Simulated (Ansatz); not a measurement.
Rh (fcc, Cu type)

```yaml
crystal:
  lattice:
    - [0.00000, 1.90006, 1.90006]
    - [1.90006, 0.00000, 1.90006]
    - [1.90006, 1.90006, 0.00000]
  atoms:
    - { symbol: Rh, position: [0.00000, 0.00000, 0.00000] }
```

The slice is a {111} plane (indices of the conventional cell) through the point (0.000, 0.000, 0.000) (fractional), spanned by u = [100] and v = [-1 2 0] in vectors of this cell: u (2.69 Å) and v (4.65 Å, at 90° to u). It covers one period; positions are fractions (u, v).

Computed with r2SCAN (plane waves to 500 eV, PAW, scalar-relativistic; Ansatz, a program for electronic structure). k mesh 21×21×21. Near the nuclei the fields are pseudised (PAW); where an atom keeps semicore shells as valence, they peak there. Rh is run without spin polarisation. Rh was relaxed with its symmetry unable to fall. The PAW data are Ansatz's earlier set.

Three fields on this plane, each scaled to ten steps between its own extremes (0 low, 9 high; the total valence density on a logarithmic scale, the potential cut 8 eV below its top; x marks points blanked near nuclei; v = 0 in the bottom row):

Map A
```
|xxxxx282xxxx|
|xxxx61816xxx|
|xxxx05950xxx|
|xx636888636x|
|015851015851|
|88636xxx6368|
|950xxxxxxx05|
|816xxxxxxx61|
|82xxxxxxxxx2|
|84xxxxxxxxx4|
|82xxxxxxxxx2|
|816xxxxxxx61|
|950xxxxxxx05|
|88636xxx6368|
|015851015851|
|xx636888636x|
|xxxx05950xxx|
|xxxx61816xxx|
|xxxxx282xxxx|
|xxxxx484xxxx|
```

Map B
```
|xxxxx474xxxx|
|xxxx06860xxx|
|xxxx48984xxx|
|xx047999740x|
|566766566766|
|99740xxx0479|
|984xxxxxxx48|
|860xxxxxxx06|
|74xxxxxxxxx4|
|73xxxxxxxxx3|
|74xxxxxxxxx4|
|860xxxxxxx06|
|984xxxxxxx48|
|99740xxx0479|
|566766566766|
|xx047999740x|
|xxxx48984xxx|
|xxxx06860xxx|
|xxxxx474xxxx|
|xxxxx373xxxx|
```

Map C
```
|xxxxx525xxxx|
|xxxx93139xxx|
|xxxx51015xxx|
|xx952000259x|
|443334443334|
|00259xxx9520|
|015xxxxxxx51|
|139xxxxxxx93|
|25xxxxxxxxx5|
|36xxxxxxxxx6|
|25xxxxxxxxx5|
|139xxxxxxx93|
|015xxxxxxx51|
|00259xxx9520|
|443334443334|
|xx952000259x|
|xxxx51015xxx|
|xxxx93139xxx|
|xxxxx525xxxx|
|xxxxx636xxxx|
```

Question: Assign the maps to these fields: electron localisation function (ELF); valence electron density; electrostatic potential energy of an electron, from the cell's mean.

Answer: A is the electron localisation function (ELF); B is the electrostatic potential energy of an electron, from the cell's mean; C is the valence electron density.
